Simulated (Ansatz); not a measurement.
Relaxed-ion elastic tensor of Ga2O3 (bixbyite, Ia-3) in GPa (Voigt order), plane-wave PAW r²SCAN (Ansatz code); density 6.26 g/cm³, 9.94 Å³ per atom.

```csv
,1,2,3,4,5,6
1,367,136,136,0.0,0.0,0.0
2,136,367,136,0.0,0.0,0.0
3,136,136,367,0.0,0.0,0.0
4,0.0,0.0,0.0,83.8,0.0,0.0
5,0.0,0.0,0.0,0.0,83.8,0.0
6,0.0,0.0,0.0,0.0,0.0,83.8
```

Problem. Is the crystal mechanically stable?

Solution. Yes: the smallest eigenvalue of C is 83.8 GPa.

Problem. Work out the Voigt, Reuss and Hill averages.

Solution. K_V = 213, K_R = 213, K_H = 213; G_V = 96.5, G_R = 94.1, G_H = 95.3 GPa.

Problem. Give Young's modulus, Poisson's ratio, Pugh's ratio and the universal anisotropy index.

Solution. E = 9KG/(3K + G) = 249 GPa; ν = 0.31; K/G = 2.24 (ductile by the Pugh limit of 1.75); A_U = 5G_V/G_R + K_V/K_R − 6 = 0.13.

Problem. Estimate the sound speeds and the Debye temperature.

Solution. v_l = √((K + 4G/3)/ρ) = 7370 m/s, v_t = √(G/ρ) = 3900 m/s, mean 4360 m/s; Θ = (h/k)(3n/4πV)^(1/3) v_m = 604 K.

Problem. Give the Zener ratio and Young's modulus along [100], [110] and [111].

Solution. A = 2C44/(C11 − C12) = 0.73; 1/E = S11 − 2(S11 − S12 − S44/2)Γ with Γ = 0, 1/4, 1/3 gives 294, 237, 222 GPa.

Problem. Solve the Christoffel equation for the three sound speeds along [100], [110], [111].

Solution. Eigenvalues of C_ijkl n_j n_l equal ρv². In km/s, slowest first: [100] 3.66, 3.66, 7.66; [110] 3.66, 4.29, 7.32; [111] 4.09, 4.09, 7.20.

The cell is a constructed one: a structure type filled with these elements; neither database checked (COD, Materials Project) lists it. It is not the phase usual at ambient conditions (space group No. 12, 167). Symmetry was held in the r²SCAN relaxation; of distortions, only those at the zone centre were tested.

Potentials: the later of the program's two PAW sets.
